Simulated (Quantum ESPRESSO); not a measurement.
pw.x input (Quantum ESPRESSO 7.5; LDA, PseudoDojo standard norm-conserving files, scalar-relativistic):

```
&CONTROL
  calculation = 'scf'
  pseudo_dir = './pseudo'
  outdir = './out'
  tprnfor = .true.
  tstress = .true.
/
&SYSTEM
  ibrav = 0
  nat = 12
  ntyp = 3
  ecutwfc = 76.0
  ecutrho = 304.0
  occupations = 'smearing'
  smearing = 'fd'
  degauss = 0.002
  nbnd = 14
/
&ELECTRONS
  conv_thr = 1.2e-09
/
ATOMIC_SPECIES
H 1.0080 H.upf
Li 6.9400 Li.upf
B 10.8100 B.upf
CELL_PARAMETERS angstrom
  4.202779893000   0.000000000000   0.000000000000
 -2.101389947000   3.639714154000   0.000000000000
  0.000000000000   0.000000000000   7.420120000000
ATOMIC_POSITIONS crystal
H   0.333333333000   0.666666667000   0.371280000000
H   0.666666667000   0.333333333000   0.871280000000
H   0.175159500000   0.350319000000   0.591380000000
H   0.824840500000   0.175159500000   0.091380000000
H   0.649681000000   0.824840500000   0.591380000000
H   0.824840500000   0.649681000000   0.091380000000
H   0.175159500000   0.824840500000   0.591380000000
H   0.350319000000   0.175159500000   0.091380000000
Li   0.333333333000   0.666666667000   0.113950000000
Li   0.666666667000   0.333333333000   0.613950000000
B   0.333333333000   0.666666667000   0.535600000000
B   0.666666667000   0.333333333000   0.035600000000
K_POINTS automatic
9 9 4 0 0 0
```

End of the output:

```
     total energy              =     -49.72302775 Ry
     estimated scf accuracy    <       0.00000756 Ry
     total energy              =     -49.72302879 Ry
     estimated scf accuracy    <       0.00000008 Ry
     total energy              =     -49.72302885 Ry
     estimated scf accuracy    <       0.00000005 Ry
[...]
     the Fermi energy is    -0.1726 ev
!    total energy              =     -49.72302886 Ry
     estimated scf accuracy    <          2.0E-10 Ry
     smearing contrib. (-TS)   =       0.00000000 Ry
     internal energy E=F+TS    =     -49.72302886 Ry
     The total energy is F=E-TS. E is the sum of the following terms:
     one-electron contribution =     -27.59686965 Ry
     hartree contribution      =      14.67944553 Ry
     xc contribution           =     -16.72292162 Ry
     ewald contribution        =     -20.08268312 Ry
     convergence has been achieved in   9 iterations
     Forces acting on atoms (cartesian axes, Ry/au):
     atom    1 type  1   force =     0.00000000    0.00000000   -0.00250615
     atom    2 type  1   force =     0.00000000    0.00000000   -0.00250615
     atom    3 type  1   force =     0.00000000   -0.00345535    0.00081162
     atom    4 type  1   force =     0.00299242   -0.00172767    0.00081162
     atom    5 type  1   force =     0.00299242    0.00172767    0.00081162
     atom    6 type  1   force =     0.00000000    0.00345535    0.00081162
     atom    7 type  1   force =    -0.00299242    0.00172767    0.00081162
     atom    8 type  1   force =    -0.00299242   -0.00172767    0.00081162
     atom    9 type  2   force =    -0.00000000    0.00000000   -0.00110602
     atom   10 type  2   force =    -0.00000000   -0.00000000   -0.00110602
     atom   11 type  3   force =     0.00000000    0.00000000    0.00117730
     atom   12 type  3   force =    -0.00000000   -0.00000000    0.00117730
     Total force =     0.009663     Total SCF correction =     0.000008
     Computing stress (Cartesian axis) and pressure
          total   stress  (Ry/bohr**3)                   (kbar)     P=      -17.69
  -0.00013552  -0.00000000   0.00000000          -19.94       -0.00        0.00
  -0.00000000  -0.00013552   0.00000000           -0.00      -19.94        0.00
   0.00000000   0.00000000  -0.00008966            0.00        0.00      -13.19
```
In a gapped system the printed Fermi energy is only some level inside the gap.

Geometry of the Materials Project entry, not relaxed at this level.
